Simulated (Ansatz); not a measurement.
Si2Ni:
```yaml
crystal:
  lattice:
    - [3.98368, 0.00000, 0.00000]
    - [-1.99184, 3.44997, 0.00000]
    - [0.00000, 0.00000, 4.61826]
  atoms:
    - { symbol: Ni, position: [0.00000, 0.00000, 0.00000] }
    - { symbol: Si, position: [0.33333, 0.66667, 0.50000] }
    - { symbol: Si, position: [0.66667, 0.33333, 0.50000] }
```

Relaxed with PBE+D3(BJ). Special points in fractions of this cell's reciprocal vectors: Γ (0.000, 0.000, 0.000); M (0.500, 0.000, 0.000); K (0.333, 0.333, 0.000); A (0.000, 0.000, 0.500); L (0.500, 0.000, 0.500); H (0.333, 0.333, 0.500).

Q: List the band energies nearest the Fermi level at these points for PBE+D3(BJ) (plane waves, PAW; program Ansatz).

A: In eV from the Fermi level; about four levels below and three above (degenerate sets whole), none deeper than 8.9 eV; points with the same levels are listed once.

```json
[
 {"k": "Γ", "below": "-0.58 -0.58 -0.30 -0.30 -0.04", "above": "0.38 1.81 1.81"},
 {"k": "M", "below": "-1.43 -0.68 -0.45 -0.36", "above": "0.00 0.50 0.87"},
 {"k": "K", "below": "-1.41 -1.41 -0.52 -0.52 -0.47", "above": "1.18 1.18 2.32"},
 {"k": "A", "below": "-0.84 -0.84 -0.67 -0.62 -0.62", "above": "0.65 2.71 2.71"},
 {"k": "L", "below": "-0.35 -0.26 -0.10 -0.07", "above": "3.90 4.11 7.80"},
 {"k": "H", "below": "-0.46 -0.46 -0.06 -0.06 -0.05", "above": "4.27 5.12 5.12"}
]
```

Space group P6/mmm. The cell is a constructed one: a structure type filled with these elements; neither database checked (COD, Materials Project) lists it. It is not the phase usual at ambient conditions (space group No. 225). The PBE+D3(BJ) relaxation kept the symmetry of its start; its stability against distortions is not shown here. The workflow began spin-polarised and lost its moments.

Potentials: the later of the program's two PAW sets.
